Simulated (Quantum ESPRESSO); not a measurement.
## Ti3MoSc3Ta (input and log of a self-consistent run)

Simulated, not a measurement. The program is pw.x of Quantum ESPRESSO 7.5 (plane-wave density functional theory). The cell is made up: eight metal atoms on a hexagonal close-packed lattice, with elements, volume, strain and displacements drawn at random and not relaxed, so it may be unstable or far from any real phase. PseudoDojo standard norm-conserving files set the functional (PBE unless stated); there is no spin polarisation or spin-orbit coupling, the Fermi-Dirac width of 0.25 eV means electrons at about 2900 K, and the masses in the input are unused placeholders. Heavy elements are run without spin-orbit coupling, which real alloys of them have. A spin test at this wide smearing found no moment, but such smearing suppresses magnetism that the real alloy may have.

Input:

```
&control calculation='scf', pseudo_dir='./dojo.nc.sr.pbe.v0_5.standard.upf', outdir='./o', disk_io='medium', tprnfor=.true., tstress=.true. /
&system ibrav=0, nat=8, ntyp=4, nbnd=66, ecutwfc=84.00895049, nosym=.true., tot_charge=0,
 occupations='smearing', smearing='fd', degauss=0.0183746611
/
&electrons conv_thr=1.470e-08, electron_maxstep=70, mixing_beta=0.5 /
ATOMIC_SPECIES
Mo 1.0 Mo.upf
Sc 1.0 Sc.upf
Ta 1.0 Ta.upf
Ti 1.0 Ti.upf
CELL_PARAMETERS angstrom
2.9165 0.0023 0.0033
1.4508 -2.5071 -4.8481
1.4586 7.5345 -4.8527
ATOMIC_POSITIONS angstrom
Ti -0.0617 0.0247 -0.0047
Mo 1.4727 2.5526 -4.8696
Sc 1.4314 -0.8647 -2.3978
Sc 2.904 1.6675 -7.299
Ti 2.91 5.039 -4.8662
Sc 2.9503 0.0313 -4.8646
Ti 2.8831 1.7292 -2.4005
Ta 4.3483 4.1948 -7.2554
K_POINTS automatic
8 4 3 1 1 1
```

The log is shortened where brackets say so; the opening notice, blank lines, dates and the lines on written files are dropped, and the path of the files is cut. It prints rydbergs, bohrs and kilobars, and counts compression as positive stress. Its total energy is the free energy E - TS of the whole cell.

```
     Program PWSCF v.7.5
     Parallel version (MPI & OpenMP), running on       1 processor cores
     Number of MPI processes:                 1
     Threads/MPI process:                     1
     [start-up lines left out]
     bravais-lattice index     =            0
     lattice parameter (alat)  =       5.5114  a.u.
     unit-cell volume          =     958.7004 (a.u.)^3
     number of atoms/cell      =            8
     number of atomic types    =            4
     number of electrons       =        96.00
     number of Kohn-Sham states=           66
     kinetic-energy cutoff     =      84.0090  Ry
     charge density cutoff     =     336.0358  Ry
     scf convergence threshold =      1.5E-08
     mixing beta               =       0.5000
     number of iterations used =            8  plain     mixing
     Exchange-correlation= PBE
                           (   1   4   3   4   0   0   0)
     [axes and pseudopotential details left out]
   Cartesian axes
     site n.     atom                  positions (alat units)
         1        Ti     tau(   1) = (  -0.0211555   0.0084690  -0.0016115  )
         2        Mo     tau(   2) = (   0.5049541   0.8752263  -1.6696710  )
         3        Sc     tau(   3) = (   0.4907933  -0.2964852  -0.8221491  )
         4        Sc     tau(   4) = (   0.9957131   0.5717464  -2.5026549  )
         5        Ti     tau(   5) = (   0.9977704   1.7277542  -1.6685052  )
         6        Sc     tau(   6) = (   1.0115883   0.0107320  -1.6679566  )
         7        Ti     tau(   7) = (   0.9885470   0.5929019  -0.8230748  )
         8        Ta     tau(   8) = (   1.4909295   1.4382980  -2.4877055  )
     number of k points=    48  Fermi-Dirac smearing, width (Ry)=  0.0184
                       cart. coord. in units 2pi/alat
        k(    1) = (   0.0625615   0.0120244  -0.0626936), wk =   0.0416667
        k(    2) = (   0.0626009  -0.1815578   0.0374254), wk =   0.0416667
     [further k points left out]
     Dense  grid:    99641 G-vectors     FFT dimensions: (  36,  64, 108)
     Estimated max dynamical RAM per process >     175.55 MB
     Initial potential from superposition of free atoms
     starting charge      95.9850, renormalised to      96.0000
     Starting wfcs are   80 randomized atomic wfcs
     total cpu time spent up to now is       41.1 secs
     per-process dynamical memory:    99.9 Mb
     Self-consistent Calculation
     iteration #  1     ecut=    84.01 Ry     beta= 0.50
     Davidson diagonalization with overlap
     ethr =  1.00E-02,  avg # of iterations =  2.9
     total cpu time spent up to now is      147.3 secs
     total energy              =    -915.81225249 Ry
     estimated scf accuracy    <       2.17861047 Ry
     iteration #  2     ecut=    84.01 Ry     beta= 0.50
     Davidson diagonalization with overlap
     ethr =  2.27E-03,  avg # of iterations =  7.3
     total cpu time spent up to now is      314.5 secs
     total energy              =    -913.97894786 Ry
     estimated scf accuracy    <      69.87282218 Ry
     iteration #  3     ecut=    84.01 Ry     beta= 0.50
     Davidson diagonalization with overlap
     ethr =  2.27E-03,  avg # of iterations =  6.0
     total cpu time spent up to now is      454.6 secs
     total energy              =    -916.63288530 Ry
     estimated scf accuracy    <       8.56868871 Ry
     iteration #  4     ecut=    84.01 Ry     beta= 0.50
     Davidson diagonalization with overlap
     ethr =  2.27E-03,  avg # of iterations =  2.0
     total cpu time spent up to now is      550.0 secs
     total energy              =    -917.06294840 Ry
     estimated scf accuracy    <       2.54332556 Ry
     iteration #  5     ecut=    84.01 Ry     beta= 0.50
     Davidson diagonalization with overlap
     ethr =  2.27E-03,  avg # of iterations =  1.0
     total cpu time spent up to now is      637.1 secs
     total energy              =    -917.16982935 Ry
     estimated scf accuracy    <       0.48185732 Ry
     [iterations 6 to 17 left out]
     iteration # 18     ecut=    84.01 Ry     beta= 0.50
     Davidson diagonalization with overlap
     ethr =  2.90E-09,  avg # of iterations =  4.6
     total cpu time spent up to now is     1972.8 secs
     total energy              =    -917.19233963 Ry
     estimated scf accuracy    <       0.00000247 Ry
     iteration # 19     ecut=    84.01 Ry     beta= 0.50
     Davidson diagonalization with overlap
     ethr =  2.57E-09,  avg # of iterations =  1.3
     total cpu time spent up to now is     2057.8 secs
     total energy              =    -917.19233980 Ry
     estimated scf accuracy    <       0.00000022 Ry
     iteration # 20     ecut=    84.01 Ry     beta= 0.50
     Davidson diagonalization with overlap
     ethr =  2.28E-10,  avg # of iterations =  5.7
     total cpu time spent up to now is     2172.3 secs
     total energy              =    -917.19233986 Ry
     estimated scf accuracy    <       0.00000016 Ry
     iteration # 21     ecut=    84.01 Ry     beta= 0.50
     Davidson diagonalization with overlap
     ethr =  1.65E-10,  avg # of iterations =  2.0
     total cpu time spent up to now is     2250.1 secs
     total energy              =    -917.19233987 Ry
     estimated scf accuracy    <       0.00000008 Ry
     iteration # 22     ecut=    84.01 Ry     beta= 0.50
     Davidson diagonalization with overlap
     ethr =  8.65E-11,  avg # of iterations =  1.1
     total cpu time spent up to now is     2319.7 secs
     End of self-consistent calculation
     [lines on levels left out]
!    total energy              =    -917.19233987 Ry
     estimated scf accuracy    <          7.5E-09 Ry
     smearing contrib. (-TS)   =      -0.15894788 Ry
     internal energy E=F+TS    =    -917.03339199 Ry
     The total energy is F=E-TS. E is the sum of the following terms:
     one-electron contribution =    -254.45644607 Ry
     hartree contribution      =     164.43422229 Ry
     xc contribution           =    -151.69787798 Ry
     ewald contribution        =    -675.31329023 Ry
     convergence has been achieved in  22 iterations
     Forces acting on atoms (cartesian axes, Ry/au):
     atom    1 type  4   force =     0.00844740   -0.02820118    0.00996174
     atom    2 type  1   force =     0.00278071    0.02739068    0.01334419
     atom    3 type  2   force =     0.00038722    0.01326297    0.01074214
     atom    4 type  2   force =    -0.00263333    0.00916648    0.00043953
     atom    5 type  4   force =    -0.00136000   -0.01177635    0.00104081
     atom    6 type  2   force =    -0.00987305    0.01999115    0.00060164
     atom    7 type  4   force =     0.00506905   -0.02007593   -0.02414209
     atom    8 type  3   force =    -0.00281799   -0.00975782   -0.01198796
     Total force =     0.064669     Total SCF correction =     0.000364
     Computing stress (Cartesian axis) and pressure
          total   stress  (Ry/bohr**3)                   (kbar)     P=      103.94
   0.00067965  -0.00003422  -0.00000589           99.98       -5.03       -0.87
  -0.00003422   0.00090773   0.00004113           -5.03      133.53        6.05
  -0.00000589   0.00004113   0.00053242           -0.87        6.05       78.32
     init_run     :     38.52s CPU     40.87s WALL (       1 calls)
     electrons    :   2184.91s CPU   2278.66s WALL (       1 calls)
     forces       :     13.06s CPU     13.22s WALL (       1 calls)
     stress       :     51.09s CPU     51.44s WALL (       1 calls)
     [timing details left out]
     PWSCF        :  38m 8.10s CPU  39m45.20s WALL
     JOB DONE.
```

In other units: free energy -12479.038 eV for the cell, pressure 10.39 GPa, largest force component 0.725 eV/Å in size. The run took 2386 s of wall time with one process on a shared machine (AMD EPYC, Zen 5, virtual cores), so the time is rough. A rerun of this cell at a higher cutoff and on a denser mesh moved values by no more than 0.002 eV in energy, 0.05 GPa in stress and 0.008 eV/Å in force, and a second program with other atomic files agreed on that cell to 2 % rms in force and 0.5 GPa in pressure.